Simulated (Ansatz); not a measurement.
## A plane-wave run on Sr$_{2}$Cd

The input, for Ansatz 0.2.0 (plane waves, PAW):

```yaml
crystal:
  lattice:
    - [4.458857, 0.0, 0.0]
    - [2.229429, -8.846071, 0.0]
    - [0.0, 0.0, -4.421214]
  atoms:
    - { symbol: Sr, position: [0.441, 0.118, 0.75] }
    - { symbol: Sr, position: [0.559, 0.882, 0.25] }
    - { symbol: Cd, position: [0.106, 0.788, 0.75] }
    - { symbol: Cd, position: [0.894, 0.212, 0.25] }
    - { symbol: Sr, position: [0.75, 0.5, 0.75] }
    - { symbol: Sr, position: [0.25, 0.5, 0.25] }
  symmetry: { tolerance: 0.0003 }
kpoints:
  mp_grid: { grid: [8, 8, 8], shift: [0, 0, 0] }
  band_path:
    path:
      - [0.0, 0.0, 0.0]
      - [0.0, -0.5, 0.0]
      - [0.46824177, -0.26587911, 0.0]
      - [0.53175823, 0.26587911, 0.0]
      - [0.0, 0.0, 0.0]
      - [0.0, 0.0, -0.5]
      - [0.53175823, 0.26587911, -0.5]
      - [0.46824177, -0.26587911, -0.5]
      - [0.0, -0.5, -0.5]
      - [0.0, -0.5, 0.0]
      - [0.0, 0.0, 0.0]
    npoints: 6
magnetization:
  spin_polarized: false
scf:
  occupations: { method: fermi_dirac }
  lower_state_search: "off"
  max_iter: 200
hamiltonian:
  pseudopotentials: { kind: paw }
  xc: pbesol
basis:
  ecutwfc: 420
  fft_grid_basis: typed
output:
  forces: true
  stress: true
  eigenvalues: true
  bader: true
  populations: true
  elf: true
  write_potential: true
  volumetric_format: npy
  dos:
    e_range: [-12, 8]
    de: 0.05
    projected: { site_lists: { Cd: [Cd], Sr: [Sr] } }
checkpoint:
  read: saved_state
```

The saved state is an earlier solution for the same cell, perhaps on another mesh. 

Parts of the output:

```
Free energy (F): -30335.9503 eV
Harris-Foulkes:  -30335.9503 eV  (|F-HF|=3.64e-8)
Internal energy: -30335.7764 eV  (E = F + TS)
E sigma→0 (E₀):  -30335.8633 eV
Entropy (-TS):   -0.1739 eV (-28.981 meV/atom)
Fermi energy:    10.5060 eV
--- Per-component energies (eV) ---
  E_band       = -1249.6269
  E_kinetic    = 2001.9877
  E_local      = -10095.9439  (includes V_loc(G=0)·N_el)
  E_nonlocal   = 882.1940
  E_hartree    = 4147.1662
  E_xc         = -1042.1393
  E_vxc        = -1094.5072  (∫ρ·V_xc dr)
  E_paw        = -18600.8038  (= ΣΔE_a)
  E_vpaw       = -1237.6817  (= ΣTr[D̂ρ^β])
  E_aug_tail   = 0.0000  (compensation charges beyond the density's cutoff)
  E_ewald      = -7629.4586
  E_core_change = 1.2213  (= ΣΔE_core)
  E_smearing   = -0.1739  (= −TS)
--- Forces (eV/Å), atoms counted from 1 ---
  atom   1  Sr     0.0000    -0.8304     0.0000
  atom   2  Sr     0.0000     0.8304     0.0000
  atom   3  Cd     0.0000    -0.1339     0.0000
  atom   4  Cd     0.0000     0.1339     0.0000
  atom   5  Sr     0.0000    -0.2242     0.0000
  atom   6  Sr     0.0000     0.2242     0.0000
--- Stress (GPa, compression-positive) ---
        6.2909       0.0000       0.0000
        0.0000       3.9083       0.0000
        0.0000       0.0000      11.2123
  P = ⅓ Tr σ = 7.1372 GPa (71.372 kbar)
--- Löwdin populations: 6 sites ---
  site symbol       q [e]
     0     Sr      9.1991
     1     Sr      9.1991
     2     Cd     19.6399
     3     Cd     19.6399
     4     Sr      9.1487
     5     Sr      9.1487
  spilling = 0.0503 (of n_electrons = 80.0000)
--- Bader charges: 6 sites ---
  site symbol  charge [e]  shift [e]
     0     Sr      0.9182     0.0000
     1     Sr      0.9182     0.0000
     2     Cd     -1.5101     0.0000
     3     Cd     -1.5101     0.0000
     4     Sr      0.5919     0.0000
     5     Sr      0.5919     0.0000
```

Origin: a known structure type with other elements, at an estimated volume, so it need not be a known compound.
